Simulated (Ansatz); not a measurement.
## Zn: enthalpy against pressure

Zn, P6_3/mmc, a = 2.595 Å, c = 4.991 Å. Ansatz: r2SCAN, PAW, 500 eV, Γ-centred 18×18×8 mesh on 2 atoms, Gaussian smearing 0.10 eV; no spin polarisation. Cell and atoms are relaxed at each pressure, and no other structure is tried, so the rows at high pressure may lie past a change of phase. y is the enthalpy over the state at zero pressure; there V0 = 14.555 Å³/atom. The pressures are the targets, met within 0.04 GPa.

```tsv
P (GPa)	y (eV/atom)
-3.0	-0.2793
0.0	0.0000
3.0	0.2663
8.0	0.6909
15.0	1.2467
30.0	?
60.0	4.4197
```

**Question.** Fit y = c1 P + c2 P² + c3 P³ to the other rows, say what c1 and c2 mean, and predict the missing value.

**Answer.** Least squares on the rows shown. y = 0.090876 P − 0.00059623 P² + 5.1555×10⁻⁶ P³. Since dH/dP = V, c1 is V0: 0.090876 eV/GPa × 160.2 = 14.558 Å³ against 14.555; c2 = −V0/(2B0) gives B0 = 76 GPa, where a Birch–Murnaghan fit to the volumes of the same runs (not shown) gives 67 GPa: a cubic over this range folds the higher terms into c2. Above P = −c2/(3 c3) = 39 GPa the cubic's slope, the volume, would rise with pressure, so the form fails there. At P = 30.0 the fit asked for gives 2.3289 eV/atom. The run gave 2.3707 eV/atom, so the fit is 0.0418 eV/atom too low, 0.89 % of the span of the series, against an rms of 0.0008 eV/atom on the fitted rows. With a term in P⁴ added, a fit to the same known rows predicts 2.3522 eV/atom, which recovers part of the miss; the known rows don't hold the rest.

The mesh isn't the same in all rows (18×18×8, 18×18×10).